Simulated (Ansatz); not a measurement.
Ansatz input file:

```yaml
crystal:
  lattice:
    - [6.7811328489, 0.0, 0.0]
    - [0.0, 6.7811328489, 0.0]
    - [0.0, 0.0, 6.2692123301]
  atoms:
    - { symbol: Si, position: [0.2698436745, 0.0, 0.1193955066] }
    - { symbol: Si, position: [0.0, 0.7301563255, 0.8806044934] }
    - { symbol: Si, position: [0.0, 0.2698436745, 0.8806044934] }
    - { symbol: Si, position: [0.7301563255, 0.0, 0.1193955066] }
    - { symbol: Si, position: [0.0, 0.0, 0.5] }
    - { symbol: O, position: [0.1947230395, 0.0, 0.359223678] }
    - { symbol: O, position: [0.0, 0.8052769605, 0.640776322] }
    - { symbol: O, position: [0.0, 0.1947230395, 0.640776322] }
    - { symbol: O, position: [0.8052769605, 0.0, 0.359223678] }
    - { symbol: O, position: [0.1930126117, 0.1930126117, 0.0] }
    - { symbol: O, position: [0.1930126117, 0.8069873883, 0.0] }
    - { symbol: O, position: [0.8069873883, 0.1930126117, 0.0] }
    - { symbol: O, position: [0.8069873883, 0.8069873883, 0.0] }
    - { symbol: O, position: [0.5, 0.0, 0.1191092549] }
    - { symbol: O, position: [0.0, 0.5, 0.8808907451] }
basis:
  ecutwfc: 500
kpoints:
  mp_grid: { grid: [4, 4, 4] }
hamiltonian:
  xc: r2scan
scf:
  occupations: { method: gaussian, width: 0.02 }
output:
  forces: true
  stress: true
  eigenvalues: true
relax:
  adjacent_minimum: "off"
  f_tol: 0.01
  max_steps: 30
  cell: { stress_tol: 0.1, fix: [volume] }
```

Run as
```bash
ansatz run input.yaml --threads 4 --pin off --max-ram 10240MiB --backend cpu --events-out ev --progress --plain --runs-dir out
```

Theory: Ansatz, DFT r2SCAN, scalar-relativistic, plane waves, PAW.

Abridged output:

```
Pseudopotentials: kind: paw
Pseudopotential: Si, paw, valence charge 4, recommended cutoff 500 eV (meta_gga)
Pseudopotential: O, paw, valence charge 6, recommended cutoff 500 eV (meta_gga)
Functional definition: r2SCAN
Crystal: 15 atoms, lattice volume = 288.282 Å³
Basis set: ecut = 500 eV, 7303 PW (Γ), exchange–correlation on 200×200×192 points (64 copies of the dense FFT grid, shifted against one another)
Bands: 55, of which v1, the nominal top of the filled ones, is band 40 counted from 1 (39 counted from 0)
Symmetry: 8 space group operations
Space group: P-4m2 (ITA 115), of the structure as read, at distance tolerance 6.6e-5 Å
k-points: 18 of 64 (time reversal used)
Initial density: superposition of atomic densities (neutral atoms: chi_scale 0, normalization atom), corrected by the library's trained network
Initial wavefunctions: pseudopotential atomic-orbital guess
Functional: x = r2scan, c = r2scan; τ floored in thin density (d = 2e-4 eV/Å³)
SCF iter   1: F=—  HF=-8899.106586 eV  |F-HF|=—  |Δ(HF+E_count)|=         —  Δρ=5.81e-3  dr2=9.37e-2  dr2_τ=1.51e0  ethr=1.77e-3  ⟨swp⟩=7.9  Hψ=5426  notcnv=0  defer=21
SCF iter   2: F=—  HF=-8899.565373 eV  |F-HF|=—  |Δ(HF+E_count)|=   4.59e-1  Δρ=3.68e-3  dr2=2.27e-2  dr2_τ=2.32e-3  ethr=1.17e-4  ⟨swp⟩=3.6  Hψ=2095  notcnv=0  defer=165
SCF iter   3: F=—  HF=-8899.568166 eV  |F-HF|=—  |Δ(HF+E_count)|=   2.79e-3  Δρ=7.58e-4  dr2=1.14e-3  dr2_τ=3.21e-4  ethr=2.84e-5  ⟨swp⟩=4.0  Hψ=1645  notcnv=0  defer=165
SCF iter   4: F=—  HF=-8899.568282 eV  |F-HF|=—  |Δ(HF+E_count)|=   1.16e-4  Δρ=2.35e-4  dr2=9.83e-5  dr2_τ=2.30e-5  ethr=1.43e-6  ⟨swp⟩=3.4  Hψ=1723  notcnv=0  defer=165
SCF iter   5: F=—  HF=-8899.567911 eV  |F-HF|=—  |Δ(HF+E_count)|=   3.71e-4  Δρ=6.56e-5  dr2=4.78e-6  dr2_τ=1.11e-6  ethr=1.23e-7  ⟨swp⟩=2.0  Hψ=1656  notcnv=0  defer=165
SCF iter   6: F=—  HF=-8899.567915 eV  |F-HF|=—  |Δ(HF+E_count)|=   3.99e-6  Δρ=1.76e-5  dr2=7.61e-7  dr2_τ=5.41e-8  ethr=5.97e-9  ⟨swp⟩=2.0  Hψ=1537  notcnv=0  defer=165
SCF iter   7: F=-8899.567916 eV  HF=-8899.567916 eV  |F-HF|=1.91e-8  |Δ(HF+E_count)|=   2.10e-7  Δρ=2.96e-6  dr2=1.70e-8  dr2_τ=2.05e-9  ethr=1.25e-10  ⟨swp⟩=13.9  Hψ=6323  notcnv=0
SCF 1 converged in 7 iterations: F = -8899.567916 eV  dr2 = 1.70e-8
relax step   1: F+E_penalty+E_count = -8899.56791569 eV  Δ(F+E_penalty+E_count) = +0.000e0 eV  max|allowed force component| = 3.016e-1 eV/Å  Δτ_max = 0.0000 Å  P = +7.419 GPa  Ω = 288.282 Å³  fix = [volume]  reactions: volume +7.419 GPa (7 SCF iters, dr2 threshold 1.00e-7 eV, accepted)
Initial density: handed on by an earlier stage of this run
Initial wavefunctions: those handed on with the density
SCF iter   1: F=—  HF=-8899.583909 eV  |F-HF|=—  |Δ(HF+E_count)|=         —  Δρ=8.25e-4  dr2=1.78e-3  dr2_τ=1.30e-2  ethr=1.89e-6  ⟨swp⟩=3.1  Hψ=4175  notcnv=0
SCF iter   2: F=—  HF=-8899.584483 eV  |F-HF|=—  |Δ(HF+E_count)|=   5.75e-4  Δρ=3.33e-4  dr2=2.87e-4  dr2_τ=1.93e-5  ethr=1.89e-6  ⟨swp⟩=2.2  Hψ=1926  notcnv=0
SCF iter   3: F=—  HF=-8899.584039 eV  |F-HF|=—  |Δ(HF+E_count)|=   4.44e-4  Δρ=1.14e-4  dr2=2.18e-5  dr2_τ=6.97e-6  ethr=3.59e-7  ⟨swp⟩=2.0  Hψ=1530  notcnv=0
SCF iter   4: F=—  HF=-8899.584037 eV  |F-HF|=—  |Δ(HF+E_count)|=   2.19e-6  Δρ=3.27e-5  dr2=1.57e-6  dr2_τ=1.65e-7  ethr=2.72e-8  ⟨swp⟩=2.0  Hψ=1640  notcnv=0
SCF iter   5: F=-8899.584038 eV  HF=-8899.584038 eV  |F-HF|=6.20e-8  |Δ(HF+E_count)|=   7.82e-7  Δρ=9.38e-6  dr2=1.97e-7  dr2_τ=2.40e-8  ethr=1.88e-9  ⟨swp⟩=8.3  Hψ=4835  notcnv=0
SCF 2 converged in 5 iterations: F = -8899.584038 eV  dr2 = 1.97e-7
relax step   2: F+E_penalty+E_count = -8899.58403759 eV  Δ(F+E_penalty+E_count) = -1.612e-2 eV  max|allowed force component| = 2.305e-1 eV/Å  Δτ_max = 0.0059 Å  P = +7.076 GPa  Ω = 288.282 Å³  energy of the carried Pulay correction = +3.912e-16 eV  fix = [volume]  reactions: volume +7.076 GPa (5 SCF iters, dr2 threshold 1.50e-6 eV, accepted)
Basis set: ecut = 500 eV, 7295 PW (Γ), exchange–correlation on 200×200×192 points (64 copies of the dense FFT grid, shifted against one another)
SCF iter   1: F=—  HF=-8899.610454 eV  |F-HF|=—  |Δ(HF+E_count)|=         —  Δρ=2.26e-3  dr2=1.54e-2  dr2_τ=1.19e-1  ethr=1.59e-5  ⟨swp⟩=4.5  Hψ=4471  notcnv=0
SCF iter   2: F=—  HF=-8899.606858 eV  |F-HF|=—  |Δ(HF+E_count)|=   3.60e-3  Δρ=9.74e-4  dr2=2.67e-3  dr2_τ=1.36e-4  ethr=1.59e-5  ⟨swp⟩=3.8  Hψ=2216  notcnv=0
SCF iter   3: F=—  HF=-8899.606051 eV  |F-HF|=—  |Δ(HF+E_count)|=   8.07e-4  Δρ=3.17e-4  dr2=1.85e-4  dr2_τ=5.24e-5  ethr=3.34e-6  ⟨swp⟩=2.7  Hψ=1820  notcnv=0
SCF iter   4: F=—  HF=-8899.605679 eV  |F-HF|=—  |Δ(HF+E_count)|=   3.71e-4  Δρ=9.94e-5  dr2=1.25e-5  dr2_τ=1.66e-6  ethr=2.31e-7  ⟨swp⟩=2.0  Hψ=1588  notcnv=0
SCF iter   5: F=—  HF=-8899.605686 eV  |F-HF|=—  |Δ(HF+E_count)|=   6.85e-6  Δρ=2.58e-5  dr2=1.56e-6  dr2_τ=2.08e-7  ethr=1.88e-9  ⟨swp⟩=9.8  Hψ=5654  notcnv=0
SCF iter   6: F=-8899.605686 eV  HF=-8899.605686 eV  |F-HF|=3.18e-8  |Δ(HF+E_count)|=   1.91e-7  Δρ=7.90e-6  dr2=1.30e-7  dr2_τ=1.61e-8  ethr=1.88e-9  ⟨swp⟩=5.1  Hψ=3842  notcnv=0
SCF 3 converged in 6 iterations: F = -8899.605686 eV  dr2 = 1.30e-7
relax step   3: F+E_penalty+E_count = -8899.60568618 eV  Δ(F+E_penalty+E_count) = -2.165e-2 eV  max|allowed force component| = 4.373e-2 eV/Å  Δτ_max = 0.0199 Å  P = +6.051 GPa  Ω = 288.282 Å³  energy of the carried Pulay correction = -1.304e-17 eV  fix = [volume]  reactions: volume +6.051 GPa (6 SCF iters, dr2 threshold 1.50e-6 eV, accepted)
SCF iter   1: F=—  HF=-8899.606514 eV  |F-HF|=—  |Δ(HF+E_count)|=         —  Δρ=2.68e-4  dr2=1.76e-4  dr2_τ=1.75e-3  ethr=1.92e-7  ⟨swp⟩=2.8  Hψ=3657  notcnv=0
SCF iter   2: F=—  HF=-8899.606606 eV  |F-HF|=—  |Δ(HF+E_count)|=   9.22e-5  Δρ=1.30e-4  dr2=4.11e-5  dr2_τ=2.07e-6  ethr=1.92e-7  ⟨swp⟩=2.0  Hψ=1952  notcnv=0
SCF iter   3: F=—  HF=-8899.606241 eV  |F-HF|=—  |Δ(HF+E_count)|=   3.65e-4  Δρ=5.02e-5  dr2=4.20e-6  dr2_τ=1.06e-6  ethr=5.14e-8  ⟨swp⟩=2.1  Hψ=1543  notcnv=0
SCF iter   4: F=—  HF=-8899.606240 eV  |F-HF|=—  |Δ(HF+E_count)|=   5.01e-7  Δρ=1.52e-5  dr2=2.46e-7  dr2_τ=3.01e-8  ethr=5.25e-9  ⟨swp⟩=2.0  Hψ=1523  notcnv=0
SCF iter   5: F=-8899.606241 eV  HF=-8899.606241 eV  |F-HF|=1.61e-8  |Δ(HF+E_count)|=   1.52e-7  Δρ=4.01e-6  dr2=3.84e-8  dr2_τ=5.58e-9  ethr=1.49e-10  ⟨swp⟩=8.1  Hψ=4797  notcnv=0
SCF 4 converged in 5 iterations: F = -8899.606241 eV  dr2 = 3.84e-8
relax step   4: F+E_penalty+E_count = -8899.60624050 eV  Δ(F+E_penalty+E_count) = -5.543e-4 eV  max|allowed force component| = 4.236e-2 eV/Å  Δτ_max = 0.0027 Å  P = +6.020 GPa  Ω = 288.282 Å³  energy of the carried Pulay correction = -3.912e-17 eV  fix = [volume]  reactions: volume +6.020 GPa (5 SCF iters, dr2 threshold 1.20e-7 eV, accepted)
Basis set: ecut = 500 eV, 7279 PW (Γ), exchange–correlation on 200×200×192 points (64 copies of the dense FFT grid, shifted against one another)
SCF iter   1: F=—  HF=-8899.606732 eV  |F-HF|=—  |Δ(HF+E_count)|=         —  Δρ=8.26e-4  dr2=1.97e-3  dr2_τ=2.29e-2  ethr=2.08e-6  ⟨swp⟩=3.7  Hψ=4448  notcnv=0
SCF iter   2: F=—  HF=-8899.607638 eV  |F-HF|=—  |Δ(HF+E_count)|=   9.06e-4  Δρ=4.38e-4  dr2=5.07e-4  dr2_τ=2.09e-5  ethr=2.08e-6  ⟨swp⟩=2.1  Hψ=1965  notcnv=0
SCF iter   3: F=—  HF=-8899.607473 eV  |F-HF|=—  |Δ(HF+E_count)|=   1.65e-4  Δρ=1.82e-4  dr2=5.99e-5  dr2_τ=1.21e-5  ethr=6.34e-7  ⟨swp⟩=2.0  Hψ=1606  notcnv=0
SCF iter   4: F=—  HF=-8899.607113 eV  |F-HF|=—  |Δ(HF+E_count)|=   3.60e-4  Δρ=5.59e-5  dr2=3.53e-6  dr2_τ=3.86e-7  ethr=7.49e-8  ⟨swp⟩=2.0  Hψ=1530  notcnv=0
SCF iter   5: F=—  HF=-8899.607115 eV  |F-HF|=—  |Δ(HF+E_count)|=   1.89e-6  Δρ=2.31e-5  dr2=1.29e-6  dr2_τ=1.38e-7  ethr=4.42e-9  ⟨swp⟩=2.0  Hψ=1687  notcnv=0
SCF iter   6: F=-8899.607115 eV  HF=-8899.607115 eV  |F-HF|=4.69e-8  |Δ(HF+E_count)|=   1.41e-7  Δρ=6.24e-6  dr2=8.43e-8  dr2_τ=2.32e-9  ethr=1.40e-10  ⟨swp⟩=6.8  Hψ=5466  notcnv=0
SCF 5 converged in 6 iterations: F = -8899.607115 eV  dr2 = 8.43e-8
relax step   5: F+E_penalty+E_count = -8899.60711468 eV  Δ(F+E_penalty+E_count) = -8.742e-4 eV  max|allowed force component| = 9.800e-3 eV/Å  Δτ_max = 0.0138 Å  P = +5.975 GPa  Ω = 288.282 Å³  energy of the carried Pulay correction = +2.608e-17 eV  fix = [volume]  reactions: volume +5.975 GPa (6 SCF iters, dr2 threshold 1.12e-7 eV, accepted)
Initial wavefunctions: pseudopotential atomic-orbital guess (no wavefunctions were taken with the density)
SCF iter   1: F=—  HF=-8899.605897 eV  |F-HF|=—  |Δ(HF+E_count)|=         —  Δρ=4.51e-5  dr2=2.80e-7  dr2_τ=2.31e-7  ethr=7.05e-7  ⟨swp⟩=4.9  Hψ=7962  notcnv=0
SCF iter   2: F=—  HF=-8899.606900 eV  |F-HF|=—  |Δ(HF+E_count)|=   1.00e-3  Δρ=2.27e-5  dr2=6.43e-8  dr2_τ=1.55e-6  ethr=3.50e-10  ⟨swp⟩=3.6  Hψ=2918  notcnv=0
SCF iter   3: F=—  HF=-8899.607101 eV  |F-HF|=—  |Δ(HF+E_count)|=   2.00e-4  Δρ=7.57e-6  dr2=1.61e-8  dr2_τ=1.13e-7  ethr=8.03e-11  ⟨swp⟩=3.3  Hψ=2475  notcnv=0
SCF iter   4: F=—  HF=-8899.607109 eV  |F-HF|=—  |Δ(HF+E_count)|=   7.89e-6  Δρ=2.02e-6  dr2=1.97e-9  dr2_τ=7.54e-9  ethr=2.01e-11  ⟨swp⟩=3.0  Hψ=2228  notcnv=0
SCF iter   5: F=-8899.607109 eV  HF=-8899.607109 eV  |F-HF|=7.20e-8  |Δ(HF+E_count)|=   1.05e-7  Δρ=5.36e-7  dr2=4.08e-10  dr2_τ=4.00e-10  ethr=1.00e-12  ⟨swp⟩=12.2  Hψ=5994  notcnv=0
SCF 6 converged in 5 iterations: F = -8899.607109 eV  dr2 = 4.08e-10
SCF converged after 5 iterations
Free energy (F): -8899.607109 eV
Harris-Foulkes:  -8899.607109 eV  (|F-HF|=7.20e-8)
Internal energy: -8899.607109 eV  (E = F + TS)
E sigma→0 (E₀):  -8899.607109 eV
Fermi energy:    1.898429 eV
--- Per-component energies (eV) ---
  E_band       = -700.835147
  E_kinetic    = 2039.980121
  E_local      = -8628.988076  (includes V_loc(G=0)·N_el)
  E_nonlocal   = 594.688495
  E_hartree    = 3469.896870
  E_xc         = -1004.284400
  E_vxc        = -1330.084907  (∫ρ·V_xc dr)
  E_paw        = -4211.761179  (= ΣΔE_a)
  E_vpaw       = -400.339458  (= ΣTr[D̂ρ^β])
  E_aug_tail   = 0.010680  (compensation charges beyond the density's cutoff)
  E_vtau       = 84.102411  (kinetic-family band-sum trace: ∫τ·v_τ [+ j·A + Jᵃ·Aᵃ] dr)
  E_ewald      = -1158.448045
  E_core_change = -0.701574  (= ΣΔE_core)
  E_smearing   =  0.000000  (= −TS)
--- Forces (eV/Å), atoms counted from 1 ---
  atom   1  Si     0.00421819     0.00000000    -0.00757019
  atom   2  Si     0.00000000    -0.00421819     0.00757019
  atom   3  Si     0.00000000     0.00421819     0.00757019
  atom   4  Si    -0.00421819     0.00000000    -0.00757019
  atom   5  Si     0.00000000     0.00000000     0.00000000
  atom   6  O      0.00279811     0.00000000    -0.00077598
  atom   7  O      0.00000000    -0.00279811     0.00077598
  atom   8  O      0.00000000     0.00279811     0.00077598
  atom   9  O     -0.00279811     0.00000000    -0.00077598
  atom  10  O     -0.00214826    -0.00214826     0.00000000
  atom  11  O     -0.00214826     0.00214826     0.00000000
  atom  12  O      0.00214826    -0.00214826     0.00000000
  atom  13  O      0.00214826     0.00214826     0.00000000
  atom  14  O      0.00000000     0.00000000     0.00985181
  atom  15  O      0.00000000     0.00000000    -0.00985181
--- Stress (GPa, compression-positive) ---
        5.984207       0.000000       0.000000
        0.000000       5.984207       0.000000
        0.000000       0.000000       5.954369
  P = ⅓ Tr σ = 5.9743 GPa (59.743 kbar)
--- Band table (eV; the first three rows and the last of 18) ---
  k-point 0: bands = ["-22.1359", "-20.9728", "-20.8704", "-20.8518", "-20.8518", "-20.0610", "-19.9757", "-19.9363", "-19.9363", "-19.9086", "-9.9072", "-9.9072", "-9.4038", "-8.8232", "-6.9519", "-6.9519", "-6.8116", "-6.7748", "-6.7748", "-6.6715", "-5.7101", "-5.2690", "-4.1579", "-4.1579", "-3.9796", "-3.7870", "-3.4895", "-3.4895", "-3.4476", "-3.1520", "-3.1452", "-3.1452", "-3.0726", "-2.5864", "-2.5864", "-2.4479", "-2.4398", "-2.2193", "-2.2193", "-1.3933", "5.1337", "8.0517", "8.3316", "8.7289", "8.8401", "9.0006", "9.0006", "9.1237", "9.4761", "9.6638", "9.6826", "9.7461", "9.7461", "10.6394", "10.6394"]
  k-point 1: bands = ["-22.0572", "-21.3037", "-20.8469", "-20.8469", "-20.6397", "-20.0693", "-19.9431", "-19.9431", "-19.9354", "-19.9086", "-9.8828", "-9.8828", "-9.7558", "-8.3788", "-6.9626", "-6.9626", "-6.8337", "-6.7754", "-6.7754", "-6.7070", "-5.7735", "-5.1135", "-4.2530", "-4.2530", "-4.0124", "-3.8531", "-3.6454", "-3.5109", "-3.5109", "-3.1424", "-3.1424", "-3.0904", "-2.8623", "-2.6471", "-2.6471", "-2.4378", "-2.4196", "-2.0246", "-2.0246", "-1.6289", "5.4973", "7.6588", "8.0336", "8.5075", "9.0584", "9.1331", "9.1331", "9.2013", "9.4592", "9.4592", "9.4705", "9.8608", "10.0852", "10.3547", "10.3547"]
  k-point 2: bands = ["-21.9295", "-21.5455", "-20.8420", "-20.8420", "-20.5495", "-20.0743", "-19.9501", "-19.9501", "-19.9085", "-19.8957", "-9.9610", "-9.8579", "-9.8579", "-8.0662", "-6.9750", "-6.9750", "-6.8552", "-6.7746", "-6.7746", "-6.7535", "-5.8174", "-4.9426", "-4.3440", "-4.3440", "-4.1050", "-3.8958", "-3.8036", "-3.5257", "-3.5257", "-3.1367", "-3.1367", "-3.1216", "-2.6801", "-2.6801", "-2.4726", "-2.3955", "-2.3441", "-2.0799", "-1.8705", "-1.8705", "6.2812", "6.6557", "7.9401", "8.3920", "9.0899", "9.0899", "9.1849", "9.6336", "9.6475", "9.6721", "9.6721", "9.8185", "9.8185", "10.0493", "10.1113"]
  k-point 17: bands = ["-21.4800", "-21.4191", "-21.4191", "-21.3957", "-20.0019", "-20.0019", "-19.9556", "-19.9556", "-19.9248", "-19.8859", "-11.2378", "-8.7676", "-8.4335", "-8.2243", "-8.2243", "-7.2634", "-7.0543", "-7.0543", "-6.3838", "-6.1792", "-5.5322", "-4.6851", "-4.5226", "-4.5226", "-4.1237", "-3.9853", "-3.9079", "-3.6321", "-3.6321", "-3.4287", "-3.4287", "-3.1082", "-2.9188", "-2.6649", "-2.6649", "-2.4656", "-1.9736", "-1.6934", "-1.6351", "-1.6351", "7.3669", "7.8364", "8.0485", "8.0740", "8.0740", "8.2846", "8.2846", "8.5057", "8.9080", "9.4596", "9.4596", "9.6347", "9.7373", "11.4808", "11.6000"]
--- Relaxed structure (5 steps of the walk, 5 accepted, 1 SCFs on fresh bases) ---
  F+E_penalty+E_count = -8899.60710858 eV   max|allowed force component| = 9.852e-3 eV/Å   (the final SCF, on the basis selected at the relaxed cell)
  cell:  # Å, volume = 288.2820 Å³
    - [6.79900470, 0.0, 0.0]
    - [0.0, 6.79900470, 0.0]
    - [0.0, 0.0, 6.23629715]
  atoms:
    - { symbol: Si, position: [0.27034778, 0.0, 0.11933644] }
    - { symbol: Si, position: [0.0, 0.72965221, 0.88066355] }
    - { symbol: Si, position: [0.0, 0.27034778, 0.88066355] }
    - { symbol: Si, position: [0.72965221, 0.0, 0.11933644] }
    - { symbol: Si, position: [0.0, 0.0, 0.5] }
    - { symbol: O, position: [0.19821971, 0.0, 0.36266426] }
    - { symbol: O, position: [0.0, 0.80178028, 0.63733573] }
    - { symbol: O, position: [0.0, 0.19821971, 0.63733573] }
    - { symbol: O, position: [0.80178028, 0.0, 0.36266426] }
    - { symbol: O, position: [0.19476951, 0.19476951, 0.0] }
    - { symbol: O, position: [0.19476951, 0.80523048, 0.0] }
    - { symbol: O, position: [0.80523048, 0.19476951, 0.0] }
    - { symbol: O, position: [0.80523048, 0.80523048, 0.0] }
    - { symbol: O, position: [0.5, 0.0, 0.11591462] }
    - { symbol: O, position: [0.0, 0.5, 0.88408537] }
```

The relaxation met its thresholds.

Time: 60 s on 4 threads of Oxide Virtual Turin-like Processor (Zen 5), on a shared host, peak memory 1.2 GiB.